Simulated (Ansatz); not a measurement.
WSe: which magnetic state is lowest?

These are results of DFT PBE+U, scalar-relativistic, plane waves, PAW (Ansatz), not measurements.

```yaml
crystal:
  lattice:
    - [0.00000, 2.87100, 2.87100]
    - [2.87100, 0.00000, 2.87100]
    - [2.87100, 2.87100, 0.00000]
  atoms:
    - { symbol: W, position: [0.00000, 0.00000, 0.00000] }
    - { symbol: Se, position: [0.50000, 0.50000, 0.50000] }
```

```
plane-wave cutoff                                : 420 eV
Γ-centred k-mesh                                 : 12×12×12
occupation rule                                  : Gaussian smearing, 0.1 eV
U_eff on Löwdin-orthogonalised atomic d orbitals : W 6.2 eV
list of starting moments (μB, in atom order)     : 1 0
check for lower electronic states after the SCF  : on
```

Each order was relaxed in cell and atoms. A propagation vector, in units of the reciprocal vectors, doubles the cell, which takes an equally dense mesh. Spin–orbit coupling is left out, which for heavy magnetic ions can matter as much as these differences. Site moments are spin moments in atom-centred spheres that scale with the neighbour distance. The states are those that the runs reached from these starts; a lower one can exist.

Q: Order the starts by the energy of the state that they reach, lowest first.
A. ferromagnetic
B. no spin
C. antiferromagnetic, doubled cell, propagation vector (0, 1/2, 1/2)

A: C (0.00 meV/atom), A (20.1 meV/atom), B (1809 meV/atom).

```json
{"start": "no spin", "ends": "non-magnetic", "energy above lowest (meV/atom)": "1809", "site moments (μB)": "none over 0.05", "gap on mesh (eV)": "metal", "volume (Å³/atom)": "19.05"}
{"start": "ferromagnetic", "ends": "ferromagnetic", "energy above lowest (meV/atom)": "20.1", "site moments (μB)": "W +3.19, Se -0.24", "gap on mesh (eV)": "metal", "volume (Å³/atom)": "23.66"}
{"start": "antiferromagnetic, doubled cell, propagation vector (0, 1/2, 1/2)", "ends": "antiferromagnetic", "energy above lowest (meV/atom)": "0.00", "site moments (μB)": "W +3.09, Se +0.08, W -3.09, Se -0.08", "gap on mesh (eV)": "metal", "volume (Å³/atom)": "23.26"}
```

Cost: 3 runs of about 3.9 core-minutes in all, on Arm Neoverse V2 (shared hosts).